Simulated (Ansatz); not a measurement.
SrTe:
Space group Fm-3m (No. 225); a = b = c = 6.607 Å, α = β = γ = 90.00°

| atom | site | symmetry | x | y | z |
|---|---|---|---|---|---|
| Sr | 4a | m-3m | 0.0000 | 0.0000 | 0.0000 |
| Te | 4b | m-3m | 0.5000 | 0.5000 | 0.5000 |
(The calculation used a cell of 2 atoms; values per cell refer to that cell.)

Relaxed with PBEsol. 

Task: HSE06 on this cell (Ansatz, a program for electronic structure, PAW) gives a gap of 2.37 eV. What does PBEsol give?

Result: 1.57 eV.

Cost on shared cores: the PBEsol run (SCF on a 7×7×7 mesh, then bands and DOS) roughly 14 core-seconds, the HSE06 run (SCF on 5×5×5, then a few points) about 90 core-seconds (a rough figure); the tasks are unlike.

The PBEsol relaxation kept the symmetry of its start. Scalar-relativistic: spin–orbit coupling is off unless named, which matters more the heavier the elements.

Potentials: the later of the program's two PAW sets.

Ansatz is a plane-wave DFT program.
